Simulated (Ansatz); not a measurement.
Clean, relaxed (001) surface of Co, space group P6_3/mmc (No. 194) (top face towards +c; atoms held fixed, by place in the list: 1):

```
Co
1.0
     2.45642    0.00000    0.00000
    -1.22821    2.12732    0.00000
     0.00000    0.00000   20.96947
Co
3
Direct
  0.66667 0.33333 0.40535
  0.33333 0.66667 0.49864
  0.66667 0.33333 0.59193
```

The calculation used DFT PBEsol, scalar-relativistic, plane waves, PAW in Ansatz 0.2.0. Settings: cutoff 420 eV, Γ-centred mesh 12×12×1 on the computed 3-atom cell, Gaussian smearing of 0.10 eV; collinear spin from starting moments 1.8 1.8 1.8 μB. A dipole correction removes the field between periodic images along c.

E_ads counts from the clean slab and the free adsorbate (spin-polarised where it has unpaired electrons); negative means bound. Heights count from the highest slab atom after relaxation. Δp counts per cell along +c. With the adsorbate the cell is lengthened along c to keep the vacuum.

An adsorbate (one adsorbate per 5.2 Å²) relaxed from the hollow (Co-Co-Co) at (0.00, 0.00) site binds with -6.10 eV, its anchoring atom 1.07 Å over the highest slab atom; the slab's dipole changes by -0.012 e·Å and the work function by +0.53 eV.

Problem. Which adsorbate is it? It is a single non-metal or semimetal atom.

Solution. C (atom). The answer isn't unique; the calculation gave this one.

Each end is the local minimum or symmetric point that its start leads to. The slab is only 4.0 Å thick, so the energies aren't converged with thickness.

For at least one of the starts the bottom face's work function also shifts by over 0.1 eV: the slab is too thin to screen the adsorbate, so the work functions aren't converged with thickness.